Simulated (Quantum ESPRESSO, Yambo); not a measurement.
## G0W0 results for KCl

```cif
data_ClK
_chemical_formula_sum 'Cl1 K1'
_space_group_name_H-M_alt 'P 1'
_space_group_IT_number 1
_cell_length_a 4.29590
_cell_length_b 4.29590
_cell_length_c 4.29590
_cell_angle_alpha 60.000
_cell_angle_beta 60.000
_cell_angle_gamma 60.000
loop_
_space_group_symop_operation_xyz
  'x, y, z'
loop_
_atom_site_label
_atom_site_type_symbol
_atom_site_fract_x
_atom_site_fract_y
_atom_site_fract_z
_atom_site_occupancy
Cl1 Cl 0.50000 0.50000 0.50000 1
K1 K 0.00000 0.00000 0.00000 1
```

Cell and atoms were relaxed with LDA from Materials Project entry mp-23193, within its symmetry.

Starting point: LDA (pw.x of Quantum ESPRESSO, ONCV potentials, no spin-orbit coupling). G0W0 in Yambo: 4×4×4 Γ-centred k mesh, 136 bands and a 10 Ry block in the screening, 136 bands in G with the Bruneval-Gonze terminator, plasmon pole fitted at 27.2 eV.

```
Property                                         Result
----------------------------------------------  -------
LDA gap along the band path                     5.12 eV
LDA gap between the mesh's edge points (Γ → Γ)  5.12 eV
G0W0 gap between the same points                8.42 eV
```

```json
[
 {"k point": "Γ", "band": "VB", "E LDA (eV)": "0.00", "E QP (eV)": "-2.22", "shift (eV)": "-2.22", "Z": "0.81"},
 {"k point": "Γ", "band": "CB", "E LDA (eV)": "5.12", "E QP (eV)": "6.20", "shift (eV)": "1.09", "Z": "0.87"},
 {"k point": "L", "band": "VB", "E LDA (eV)": "-0.45", "E QP (eV)": "-2.66", "shift (eV)": "-2.21", "Z": "0.81"},
 {"k point": "L", "band": "CB", "E LDA (eV)": "7.47", "E QP (eV)": "8.59", "shift (eV)": "1.12", "Z": "0.87"},
 {"k point": "X", "band": "VB", "E LDA (eV)": "-0.25", "E QP (eV)": "-2.50", "shift (eV)": "-2.25", "Z": "0.81"},
 {"k point": "X", "band": "CB", "E LDA (eV)": "6.04", "E QP (eV)": "7.45", "shift (eV)": "1.41", "Z": "0.87"},
 {"k point": "W", "band": "VB", "E LDA (eV)": "-0.56", "E QP (eV)": "-2.83", "shift (eV)": "-2.27", "Z": "0.81"},
 {"k point": "W", "band": "CB", "E LDA (eV)": "7.82", "E QP (eV)": "9.24", "shift (eV)": "1.42", "Z": "0.87"}
]
```

Energies count from the LDA valence-band maximum.

Nearest settings tried, and what they do to the gap: 84 bands in G: -3 meV; 58 bands in W: -58 meV; 8 Ry block (169 vectors against 229): -33 meV. Not varied: mesh. So the settings aren't converged at that level.
